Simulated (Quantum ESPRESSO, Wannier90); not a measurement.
# InSe (R3m), plane waves to Wannier functions

```
CELL_PARAMETERS angstrom
     -2.02335     3.50454     0.00000
     -4.04669     0.00000     0.00000
     -2.02335     1.16818     8.60852
ATOMIC_POSITIONS crystal
  In 0.11035 0.11035 0.66895
  In 0.00183 0.00183 0.99451
  Se 0.61971 0.61971 0.14086
  Se 0.82581 0.82581 0.52258
```

Structure: Materials Project mp-22691, symmetrised, not relaxed again. COD (Crystallography Open Database) has the formula in 2 space groups, this one among them (matched by group alone). Level: PBEsol, spinors with spin-orbit coupling; pw.x of Quantum ESPRESSO at 69 Ry with PseudoDojo potentials, 4×4×4 k-points, Wannier90. Density: 10×10×10 mesh, Gaussian smearing 0.01 Ry. The cell is built of weakly bound layers, chains or molecules, whose nearest atoms lie 4.03 Å apart. Database cells relaxed without dispersion often hold them too far apart, which can enlarge gaps and weakens couplings between them; spacing and stacking were not compared with the measured crystal.

Valence charges of the files: In 13, Se 16. 92 bands were computed.

Isolated groups of bands, relative to the valence-band maximum (bands from 59 on overlap up to the last one computed):

```json
[
 {"bands": "1–8", "from (eV)": "-48.05", "to (eV)": "-48.00", "filling": "filled", "weight on atomic waves": "Se 3d 100 %"},
 {"bands": "9–20", "from (eV)": "-47.17", "to (eV)": "-47.10", "filling": "filled", "weight on atomic waves": "Se 3d 100 %"},
 {"bands": "21–28", "from (eV)": "-15.11", "to (eV)": "-14.91", "filling": "filled", "weight on atomic waves": "In 4d 97 %"},
 {"bands": "29–40", "from (eV)": "-14.43", "to (eV)": "-13.90", "filling": "filled", "weight on atomic waves": "In 4d 96 %"},
 {"bands": "41–44", "from (eV)": "-13.39", "to (eV)": "-11.94", "filling": "filled", "weight on atomic waves": "Se 4s 66 %, In 4d 15 %, In 5p 14 %"},
 {"bands": "45–58", "from (eV)": "-6.37", "to (eV)": "0.00", "filling": "filled", "weight on atomic waves": "Se 4p 62 %, In 5p 20 %, In 5s 14 %"}
]
```

Wanted is a model with the orbitals In s p, Se s p, without the filled groups that are mainly made of other shells (semicore states, and anion s where it isn't named); all higher bands stay in for disentanglement.

Task: Give num_wann, exclude_bands and num_bands, and the number of electrons that the model holds.

Result: Electrons: 2×13 + 2×16 = 58, which fill 58 bands.
num_wann = 2 × (2×4 + 2×4) = 32.
exclude_bands = 1-40, 40 bands, so num_bands = 92 − 40 = 52.
The model holds 58 − 1×40 = 18 electrons. With the window frozen to 1.80 eV it follows pw.x to 30 meV rms (states up to 1.3 eV relative to the valence-band maximum).
